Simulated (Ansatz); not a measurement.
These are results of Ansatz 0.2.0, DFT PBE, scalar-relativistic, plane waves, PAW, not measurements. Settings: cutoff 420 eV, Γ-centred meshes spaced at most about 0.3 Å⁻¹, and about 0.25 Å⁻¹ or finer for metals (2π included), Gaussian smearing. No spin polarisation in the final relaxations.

All energies are static (0 K, no zero-point motion).

Two forms of Al3H were relaxed alike.

1.

```cif
data_structure
_symmetry_space_group_name_H-M 'P6/mmm'
_symmetry_Int_Tables_number 191
_cell_length_a 5.3826
_cell_length_b 5.3826
_cell_length_c 2.6808
_cell_angle_alpha 90.000
_cell_angle_beta 90.000
_cell_angle_gamma 120.000
_cell_volume 67.26
loop_
_atom_site_label
_atom_site_type_symbol
_atom_site_symmetry_multiplicity
_atom_site_Wyckoff_symbol
_atom_site_fract_x
_atom_site_fract_y
_atom_site_fract_z
_atom_site_occupancy
Al1 Al 3 g 0.50000 0.00000 0.50000 1
H1 H 1 a 0.00000 0.00000 0.00000 1
```

2.

```cif
data_structure
_symmetry_space_group_name_H-M 'P6_3/mmc'
_symmetry_Int_Tables_number 194
_cell_length_a 5.7180
_cell_length_b 5.7180
_cell_length_c 4.1628
_cell_angle_alpha 90.000
_cell_angle_beta 90.000
_cell_angle_gamma 120.000
_cell_volume 117.87
loop_
_atom_site_label
_atom_site_type_symbol
_atom_site_symmetry_multiplicity
_atom_site_Wyckoff_symbol
_atom_site_fract_x
_atom_site_fract_y
_atom_site_fract_z
_atom_site_occupancy
Al1 Al 6 h 0.17664 0.35327 0.75000 1
H1 H 2 c 0.66667 0.33333 0.75000 1
```

Question: Which is lower in energy, and by how much?

Answer: Cell 2 is lower, by 248 meV/atom. Cell 1 has space group P6/mmm (No. 191), 16.8 Å³/atom and no gap on its mesh; cell 2 has the Ni3Sn (D0_19) type, space group P6_3/mmc (No. 194), 14.7 Å³/atom and no gap. Counting Al atoms around H (those within 1.25 times the shortest such distance or 1.15 times the sum of covalent radii; a plus sign parts nearer from farther groups; the shortest distance is added where it is long for a bond), cell 1 has H 12 from 3.0 Å and cell 2 has H 6+6 from 2.6 Å. The denser one is the lower, and pressure would at first widen the difference. Even the lower one lies +0.47 eV/atom against the reference forms of the elements (uncorrected), so neither is stable at this level. In cell 1, around Al lie 6 Al at 2.68–2.69 Å and 4 H at 3.01 Å; H is surrounded by 2 H at 2.68 Å and 12 Al at 3.01 Å (long contacts). In cell 2, Al is surrounded by 2 H at 2.60 Å, 6 Al at 2.69–2.72 Å, 2 H at 2.86 Å and 2 Al at 3.03 Å; H is surrounded by 6 Al at 2.60 Å and 6 Al at 2.86 Å (long contacts). Both come from invented guesses. A third cell relaxed alike, in Pmmn, lies 0.31 eV/atom below the lower of the two.

With hydrogen, zero-point motion can shift such differences by 10 meV/atom or more. Cells relaxed within their symmetry can be saddle points; a later kick test found a lower structure for Al3H P6/mmm.
